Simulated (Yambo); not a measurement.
```
CO2
1.0
    4.37783     0.00000     0.00000
    0.00000     4.37783     0.00000
    0.00000     0.00000     4.76737
C O
2 4
Cartesian
  2.18892   2.18892   2.38368
  0.00000   0.00000   0.00000
  1.36398   3.01385   2.38368
  3.01385   1.36398   2.38368
  3.55290   3.55290   0.00000
  0.82493   0.82493   0.00000
```

Workflow: PBEsol (pw.x of Quantum ESPRESSO, ONCV potentials, without SOC), then G0W0 in Yambo (4×4×4 Γ-centred k mesh, 121 bands and a 7 Ry block in the screening, 121 bands in G with the Bruneval-Gonze terminator, plasmon pole fitted at 27.2 eV).

Task: Give the PBEsol and G0W0 gaps between the band edges found on this mesh, and say where the edges lie.

Result: Edges: A → Γ. PBEsol: 6.57 eV; G0W0: 10.31 eV. Nearest settings tried, and what they do to the gap: 79 bands in W, 79 bands in G: +52 meV; 6 Ry block (171 vectors against 195): -21 meV. Not varied: mesh. So the settings aren't converged at that level. 

Geometry relaxed with PBE+D3(BJ).

The structure is a Materials Project entry; no match was found in the copy of COD used, and its stability was not checked.
